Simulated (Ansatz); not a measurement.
Task: ZrMo (CsCl type, Pm-3m) is relaxed with PBEsol (plane waves, PAW; program Ansatz). What lattice parameters of the conventional cell result?

Result: a = 3.299 Å.

The start of the workflow was typed in or built on a structure type; neither database checked (COD, Materials Project) lists it. Whether it is the stable phase at ambient conditions was not checked. The PBEsol relaxation kept the symmetry of its start; whether a distortion lowers the energy is not shown. The run is not spin-polarised.

Potentials: the later of the program's two PAW sets.
